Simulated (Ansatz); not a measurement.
Relaxed-ion elastic tensor of BaF2 (fluorite, Fm-3m) in GPa (Voigt order), LDA in the plane-wave PAW code Ansatz; density 5.28 g/cm³, 18.40 Å³ per atom.

|  | 1 | 2 | 3 | 4 | 5 | 6 |
|---|---|---|---|---|---|---|
| 1 | 106 | 54.8 | 54.8 | 0.0 | 0.0 | 0.0 |
| 2 | 54.8 | 106 | 54.8 | 0.0 | 0.0 | 0.0 |
| 3 | 54.8 | 54.8 | 106 | 0.0 | 0.0 | 0.0 |
| 4 | 0.0 | 0.0 | 0.0 | 29.1 | 0.0 | 0.0 |
| 5 | 0.0 | 0.0 | 0.0 | 0.0 | 29.1 | 0.0 |
| 6 | 0.0 | 0.0 | 0.0 | 0.0 | 0.0 | 29.1 |

Question: Is the crystal mechanically stable?

Answer: Yes: the smallest eigenvalue of C is 29.1 GPa.

Question: Work out the Voigt, Reuss and Hill averages.

Answer: K_V = 71.9, K_R = 71.9, K_H = 71.9; G_V = 27.7, G_R = 27.6, G_H = 27.7 GPa.

Question: Give Young's modulus, Poisson's ratio, Pugh's ratio and the universal anisotropy index.

Answer: E = 9KG/(3K + G) = 73.6 GPa; ν = 0.33; K/G = 2.60 (ductile by the Pugh limit of 1.75); A_U = 5G_V/G_R + K_V/K_R − 6 = 0.02.

Question: Estimate the sound speeds and the Debye temperature.

Answer: v_l = √((K + 4G/3)/ρ) = 4540 m/s, v_t = √(G/ρ) = 2290 m/s, mean 2570 m/s; Θ = (h/k)(3n/4πV)^(1/3) v_m = 290 K.

Question: Give the Zener ratio and Young's modulus along [100], [110] and [111].

Answer: A = 2C44/(C11 − C12) = 1.13; 1/E = S11 − 2(S11 − S12 − S44/2)Γ with Γ = 0, 1/4, 1/3 gives 68.9, 74.7, 76.9 GPa.

The LDA relaxation kept the symmetry of its start; phonons on a q-mesh show no instability. Scalar-relativistic: spin–orbit coupling is off unless named, which matters more the heavier the elements.

Potentials: the earlier of the program's two PAW sets.
